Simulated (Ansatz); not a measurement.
Computed with Ansatz, DFT PBE, scalar-relativistic, plane waves, PAW. All cells share a 420 eV cutoff and Γ-centred k meshes spaced at most about 0.3 Å⁻¹ (about 0.25 or finer for metals, 2π included). Collinear spin in cells that started with moments and kept them past the coarse steps, no spin elsewhere.

These are static total energies at zero pressure.

Compare these two cells of CoAuC₄N₄, each relaxed at this level.

1. (site moments Co 1.6; Au -0.2 μB)

Space group P-43m (No. 215). a = 6.009 Å, b = 6.009 Å, c = 6.009 Å, α = 90.00°, β = 90.00°, γ = 90.00°
| atom | site | symmetry | x | y | z |
| --- | --- | --- | --- | --- | --- |
| Co | 1a | -43m | 0.0000 | 0.0000 | 0.0000 |
| C | 4e | .3m | 0.1815 | 0.1815 | 0.1815 |
| Au | 1b | -43m | 0.5000 | 0.5000 | 0.5000 |
| N | 4e | .3m | 0.2941 | 0.2941 | 0.2941 |

2. (site moments Co 2.4; Au 0.2 μB)

Space group P-43m (No. 215). a = 5.943 Å, b = 5.943 Å, c = 5.943 Å, α = 90.00°, β = 90.00°, γ = 90.00°
```tsv
atom	site	symmetry	x	y	z
Co	1b	-43m	0.5000	0.5000	0.5000
C	4e	.3m	0.2019	0.2019	0.2019
Au	1a	-43m	0.0000	0.0000	0.0000
N	4e	.3m	0.3159	0.3159	0.3159
```

Question: Which arrangement of the elements on these sites is preferred, and by what margin?

Answer: Cell 2 is lower, by 120 meV/atom. The two share one framework of sites and differ in which element sits where. Cell 1 has space group P-43m (No. 215), 21.7 Å³/atom and no gap on its mesh; cell 2 has space group P-43m (No. 215), 21.0 Å³/atom and no gap. The shortest distance is 1.17 Å (C–N) in cell 1 and 1.17 Å (C–N) in cell 2. The denser one is the lower, and pressure would at first widen the difference. Even the lower one lies +0.65 eV/atom against the reference forms of the elements (uncorrected), so neither is stable at this level. In cell 1, Co has 4 C at 1.89 Å; C has 1 N at 1.17 Å and 1 Co at 1.89 Å; around Au lie 4 N at 2.14 Å; around N lie 1 C at 1.17 Å and 1 Au at 2.14 Å. In cell 2, Co has 4 N at 1.89 Å; C is surrounded by 1 N at 1.17 Å and 1 Au at 2.08 Å; Au has 4 C at 2.08 Å; N is surrounded by 1 C at 1.17 Å and 1 Co at 1.89 Å. Both come from invented guesses.

These runs have no spin–orbit coupling, which can matter for Au. In such compounds of Co a zero gap at this level may well be an artefact, since no Hubbard U is applied. The magnetic state reached may not be the lowest. Cells relaxed within their symmetry can be saddle points.
